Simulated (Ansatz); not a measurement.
Ge (diamond), relaxed with r2SCAN, was run in the plane-wave code Ansatz under altered settings. All numbers are computed, without spin polarisation but where a row says otherwise.

```xyz
2
Lattice="0.0000 2.8369 2.8369 2.8369 0.0000 2.8369 2.8369 2.8369 0.0000" Properties=species:S:1:pos:R:3 pbc="T T T"
Ge    0.0000    0.0000    0.0000
Ge    1.4184    1.4184    1.4184
```

The base run's other keys:
```yaml
kpoints:
  mp_grid: { grid: [4, 4, 4] }
hamiltonian:
  xc: hse06
scf:
  occupations: { method: fermi_dirac, width: 0.02 }
  n_extra_bands: 4
```

It takes 16 iterations with 893 plane waves at 420 eV and 8 k points, and leaves a mean stress of +0.54 GPa. The gap over this mesh is 0.842 eV. It ran on 4 threads of Arm Neoverse V1, on a shared host.

Outcomes, with energy and stress as changes against the base:

| setting | outcome | ΔF (meV/atom) | Δ mean stress (GPa) | gap on the mesh (eV) | iterations | wall time |
| --- | --- | --- | --- | --- | --- | --- |
| PBE hybrid, exx coeff 0.15, omega 0.5 1/Å | converged | – | +1.6 | 0.243 | 14 | 5 s |
| PBE hybrid, exx coeff -0.2, omega 0.2078 1/Å | refused | – | – | – | – | 0.02 s |
| PBE hybrid, exx coeff 0.2, unscreened | converged | – | +0.3 | 1.184 | 17 | 5 s |
| PBE hybrid, exx coeff 0.75, omega 0.3 1/Å | converged | – | -3.3 | 1.929 | 23 | 6.3 s |
| accuracy: low | converged | 0.0 | 0.0 | 0.842 | 16 | 5.2 s |
| scf.max_iter: 5 | converged | 0.0 | 0.0 | 0.842 | 14 | 5.5 s |

A dash marks a value that wasn't obtained or can't be compared. Stress is positive in compression. The base took 5.2 s.

- PBE hybrid, exx coeff 0.15, omega 0.5 1/Å. That is 15 % exact exchange, screened with ω = 0.5 1/Å, against HSE06's 25 % screened at 0.208 1/Å. The mean stress moves by +1.6 GPa and the gap on the mesh by -0.599 eV (to 0.243). Totals of different functionals aren't comparable.
- PBE hybrid, exx coeff -0.2, omega 0.2078 1/Å. The program doesn't start. Error: invalid value for `hamiltonian.xc.exx.coeff`: must be finite and in (0, 1]; got -0.2
- PBE hybrid, exx coeff 0.2, unscreened. That is 20 % exact exchange, at all ranges, against HSE06's 25 % screened at 0.208 1/Å. The mean stress moves by +0.3 GPa and the gap on the mesh by +0.342 eV (to 1.184). Totals of different functionals aren't comparable.
- PBE hybrid, exx coeff 0.75, omega 0.3 1/Å. That is 75 % exact exchange, screened with ω = 0.3 1/Å, against HSE06's 25 % screened at 0.208 1/Å. The mean stress moves by -3.3 GPa and the gap on the mesh by +1.087 eV (to 1.929). Totals of different functionals aren't comparable.

Within 1 meV an atom, 0.1 GPa and 0.005 eV of the base stay: accuracy: low; scf.max_iter: 5.

The runs are scalar-relativistic, without spin-orbit coupling.

The program warns that its thresholds are loose for a hybrid's stress.

The meshes of the hybrids are coarse, so their gaps aren't converged to the digits shown.
